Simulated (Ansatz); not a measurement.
# Debugging a calculation of VN2

Someone meant to compute VN2 with PBE, plane waves and PAW in Ansatz and wrote this input.

```yaml
crystal:
  lattice:
    - [-4.0643300824, 4.0643300824, 4.7079710569]
    - [4.0643300824, -4.0643300824, 4.7079710569]
    - [4.0643300824, 4.0643300824, -4.7079710569]
  atoms:
    - { symbol: V, position: [0.25, 0.25, 0.0] }
    - { symbol: V, position: [0.75, 0.75, 0.0] }
    - { symbol: "N", position: [0.1151, 0.6151, 0.7302] }
    - { symbol: "N", position: [0.6151, 0.8849, 0.5] }
    - { symbol: "N", position: [0.8849, 0.3849, 0.2698] }
    - { symbol: "N", position: [0.3849, 0.1151, 0.5] }
basis:
  ecutwfc: 420
kpoints:
  mp_grid: { grid: [4, 4, 4] }
hamiltonian:
  xc: pbe
scf:
  occupations: { method: gaussian, width: 0.1 }
  max_iter: 84
output:
  forces: true
  stress: true
  eigenvalues: true
```

Command:

```bash
ansatz run input.yaml --threads 1 --pin off --max-ram 2560MiB --backend cpu --events-out ev --progress --plain --runs-dir out
```

From the log (HF is the Harris–Foulkes energy, dr2 the density residual in eV):

```text
Pseudopotential: V, paw, valence charge 13, recommended cutoff 420 eV (normal)
Pseudopotential: N, paw, valence charge 5, recommended cutoff 420 eV (normal)
Crystal: 6 atoms, lattice volume = 311.080 Å³
Basis set: ecut = 420 eV, 6075 PW (Γ), exchange–correlation on 100×100×100 points (8 copies of the dense FFT grid, shifted against one another)
Bands: 29, of which v1, the nominal top of the filled ones, is band 23 counted from 1 (22 counted from 0)
Symmetry: 16 space group operations
Space group: I4/mcm (ITA 140), of the structure as read, at distance tolerance 6.8e-5 Å
k-points: 13 of 64
Initial density: superposition of atomic densities, corrected by the library's trained network
SCF iter   1: HF=-7322.497267 eV  Δρ=6.86e-2  dr2=3.19e1
automatic band count: the SCF goes on with 35 bands, as 29 were too few: the levels above may hold too much charge
SCF iter   2: HF=-7322.658742 eV  Δρ=9.11e-2  dr2=5.21e1
SCF iter   3: HF=-7322.316591 eV  Δρ=5.14e-2  dr2=1.66e1
SCF iter   4: HF=-7322.282070 eV  Δρ=2.39e-2  dr2=7.94e-1
   ...
SCF iter  17: HF=-7322.215924 eV  Δρ=1.16e-5  dr2=6.88e-7
SCF iter  18: HF=-7322.215924 eV  Δρ=4.74e-6  dr2=1.43e-7
SCF iter  19: F=-7322.215924 eV  HF=-7322.215924 eV  Δρ=1.23e-6  dr2=8.70e-9
SCF 1 converged in 19 iterations: F = -7322.215924 eV  dr2 = 8.70e-9
SCF converged after 19 iterations
Free energy (F): -7322.215924 eV
E sigma→0 (E₀):  -7322.069682 eV
Entropy (-TS):   -0.292485 eV (-48.747 meV/atom)
Fermi energy:    -1.946223 eV
--- Forces (eV/Å), atoms counted from 1 ---
  atom   1  V     -0.00000000    -0.00000000     0.00000000
  atom   2  V     -0.00000000     0.00000000     0.00000000
  atom   3  N     -1.16722447    -1.16722447    -0.00000000
  atom   4  N      1.16722447    -1.16722447    -0.00000000
  atom   5  N      1.16722447     1.16722447    -0.00000000
  atom   6  N     -1.16722447     1.16722447    -0.00000000
--- Stress (GPa, compression-positive) ---
       -8.237426       0.000000       0.000000
        0.000000      -8.237426      -0.000000
        0.000000       0.000000      -5.420896
  P = ⅓ Tr σ = -7.2986 GPa (-72.986 kbar)
```

**Question.** What is the cause?
A. A charge on a gapped cell under fixed occupations
B. A Hubbard U on a species that isn't in the cell
C. Fixed occupations on a metal
D. Too few SCF iterations allowed
E. Lattice vectors in bohr read as angstrom

**Answer.** E. Every length is 1.89 times too long, so the atoms are nearly free. The cure is the vectors in angstrom.

The change to the input (which also takes the mesh and iteration limit of the reference run):

```diff
 crystal:
   lattice:
-    - [-4.0643300824, 4.0643300824, 4.7079710569]
-    - [4.0643300824, -4.0643300824, 4.7079710569]
-    - [4.0643300824, 4.0643300824, -4.7079710569]
+    - [-2.15075, 2.15075, 2.49135]
+    - [2.15075, -2.15075, 2.49135]
+    - [2.15075, 2.15075, -2.49135]
 kpoints:
-  mp_grid: { grid: [4, 4, 4] }
+  mp_grid: { grid: [12, 12, 12] }
 scf:
-  max_iter: 84
```

With the mended input the run converges and gives a pressure of -0.93 GPa, a largest force of 0.412 eV/Å, no gap. The faulty run's energy lay 6.77 eV per atom higher.

The mended run took 17 s on 1 thread of Intel(R) Xeon(R) Platinum 8259CL CPU @ 2.50GHz (Skylake/Cascade Lake) (shared host), peak memory 0.48 GiB.